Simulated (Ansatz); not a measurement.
Consider the following.

Ti₂BiN:
```xyz
8
Lattice="3.2990 0.0000 0.0000 -1.6495 2.8570 0.0000 0.0000 0.0000 13.0572" Properties=species:S:1:pos:R:3 pbc="T T T"
Ti     0.0000     1.9047     7.4869
Ti     1.6495     0.9523     5.5703
Ti     1.6495     0.9523     0.9583
Ti     0.0000     1.9047    12.0989
Bi     0.0000     1.9047     3.2643
Bi     1.6495     0.9523     9.7929
N      0.0000     0.0000     0.0000
N      0.0000     0.0000     6.5286
```

This is the r²SCAN-relaxed structure.

Question: All from r²SCAN (plane waves, PAW; program Ansatz), unless another level is named. Predict the electronic character.

Answer: metallic (no gap).

Question: Predict the formation energy from the elements (no fitted shifts).

Answer: -0.97 eV/atom.

Question: What about the density of states at the Fermi level?

Answer: 0.44 states/eV per atom (mean over ±0.08 eV).

Question: Predict the gap with spin–orbit coupling.

Answer: none (metallic).

Space group P6_3/mmc. The start of the workflow was typed in or built on a structure type; neither database checked (COD, Materials Project) lists it. Its standing as an ambient phase is unchecked. The cell was relaxed with r²SCAN under the symmetry of its start; its stability against distortions is not shown here. The workflow began spin-polarised and lost its moments. The references are the lowest solids computed at this level, not always the standard phases (solids in place of the gases). Scalar-relativistic: spin–orbit coupling is off unless named, which matters more the heavier the elements.

Potentials: the later of the program's two PAW sets.
